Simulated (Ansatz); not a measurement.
# Ti$_{2}$C: do energies and stresses tell the same story?

The calculation used DFT r2SCAN, scalar-relativistic, plane waves, PAW in Ansatz 0.2.0.

Plane waves to 500 eV, a k mesh through Γ of 8×8×8 on the computed 12-atom cell and Gaussian smearing (0.10 eV); no spin polarisation.

Relaxed cell: Fd-3m, a = 8.620 Å, b = 8.620 Å, c = 8.620 Å, α = 90.00°, β = 90.00°, γ = 90.00°, 12 atoms in the primitive cell. Whether it is the stable form of this composition wasn't checked.

Energies at zero smearing and pressures from the stress tensor, at volumes with shape and atoms relaxed:
| V (Å³/atom) | E − E(first) (meV/atom) | P (GPa) |
| --- | --- | --- |
| 11.744 | 0.00 | 24.55 |
| 12.144 | -51.90 | 16.99 |
| 12.545 | -86.01 | 10.44 |
| 12.945 | -104.88 | 4.81 |
| 13.345 | -110.70 | 0.00 |
| 13.746 | -105.41 | -4.11 |
| 14.146 | -90.65 | -7.59 |
| 14.680 | -58.71 | -11.42 |

Problem. Check P = −dE/dV between neighbouring volumes, and get the bulk modulus from the pressures alone.

Solution. With 1 eV/Å³ = 160.2 GPa:
```tsv
middle V (Å³/atom)	−ΔE/ΔV (GPa)	mean P (GPa)
11.944	20.768	20.772
12.344	13.651	13.716
12.745	7.550	7.624
13.145	2.330	2.404
13.546	-2.117	-2.053
13.946	-5.906	-5.848
14.413	-9.588	-9.508
```

The two differ by 0.08 GPa at most. The mean of two end pressures misses the average over a step by about ΔV² P″/12, up to 0.09 GPa here; with that taken off 0.09 GPa remains. The stress is the derivative of the free energy, not of the energy at zero smearing, and with free energies 0.01 GPa remains. Around V = 13.345 Å³/atom, the two neighbours give B = −V ΔP/ΔV = 13.345 × 8.91 / 0.801 = 148.6 GPa, against B0 = 147.6 GPa from the Birch–Murnaghan fit of the energies.